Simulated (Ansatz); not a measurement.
**Zincblende alloy of ZnS and ZnSe (6 of 32 S sites exchanged), 64 atoms**

Ansatz, PAW, plane waves. PBEsol relaxation of volume and atoms (shape held) at the single k point (¼, ¼, ¼) without its symmetry partners; single points on the relaxed atoms at the single k point (¼, ¼, ¼) without its symmetry partners, onto which points of the small cell's zone fold. Arrangement: random. No spin–orbit coupling unless named.

Relaxed structure:

```
Zn S Se
1.0
    10.81513    0.00000    0.00000
     0.00000   10.81513    0.00000
     0.00000    0.00000   10.81513
Zn S Se
32 26 6
Direct
  0.00069 0.00040 0.99994
  0.99972 0.00109 0.49990
  0.99970 0.49132 0.00085
  0.00095 0.50079 0.50086
  0.50490 0.99679 0.00528
  0.49509 0.99510 0.50572
  0.50004 0.50122 0.00001
  0.50076 0.50071 0.49985
  0.24579 0.25413 0.00581
  0.24501 0.25469 0.50588
  0.25391 0.75366 0.99446
  0.24947 0.74864 0.49890
  0.75076 0.25029 0.99890
  0.75546 0.25454 0.49445
  0.74643 0.75335 0.00642
  0.75482 0.74490 0.50617
  0.24459 0.99529 0.24549
  0.24547 0.99730 0.74570
  0.25449 0.49534 0.25608
  0.24938 0.50182 0.75131
  0.75472 0.00614 0.24760
  0.75572 0.99537 0.75614
  0.75120 0.50140 0.24979
  0.74627 0.49554 0.74580
  0.00111 0.25052 0.25087
  0.99923 0.24968 0.75055
  0.99462 0.75401 0.25527
  0.00569 0.75313 0.74646
  0.50564 0.25430 0.24635
  0.49914 0.25996 0.75103
  0.49475 0.74419 0.24685
  0.50102 0.74923 0.75109
  0.12242 0.12503 0.12525
  0.12194 0.12520 0.62516
  0.12611 0.62447 0.62399
  0.62773 0.12660 0.12389
  0.62390 0.62331 0.12560
  0.62367 0.62350 0.62555
  0.37632 0.37622 0.12513
  0.37328 0.37927 0.62494
  0.37474 0.87349 0.12415
  0.37177 0.87001 0.62709
  0.87365 0.37243 0.12668
  0.87652 0.37498 0.62411
  0.87530 0.87746 0.12530
  0.87758 0.87492 0.62523
  0.37479 0.62337 0.37687
  0.37605 0.62449 0.87409
  0.87794 0.12629 0.37419
  0.87652 0.12525 0.87653
  0.87502 0.62324 0.37665
  0.12339 0.37505 0.37646
  0.12514 0.37354 0.87355
  0.12357 0.87474 0.37663
  0.12473 0.87622 0.87438
  0.62643 0.37774 0.37402
  0.62535 0.37666 0.87704
  0.62512 0.87336 0.87645
  0.12599 0.62514 0.12672
  0.62801 0.12648 0.62667
  0.37231 0.12643 0.37382
  0.37382 0.12481 0.87649
  0.87409 0.62507 0.87435
  0.62652 0.87226 0.37407
```

**Question.** What are the mean bond lengths by pair (pairs within 1.2 times the sum of covalent radii, less contacts 15 % beyond the pair's median; cation–cation pairs of compounds aside; long ionic contacts are cut short by that bound)?

**Answer.** S–Zn 2.325 ± 0.007 Å (standard deviation, 104 bonds); Se–Zn 2.418 ± 0.006 Å (standard deviation, 24 bonds).

**Question.** What gap lies between the top filled and the lowest empty level in the single points?

**Answer.** r²SCAN 3.51 eV (6.7 s on NVIDIA GB300). Away from Γ this isn't the crystal's band gap.
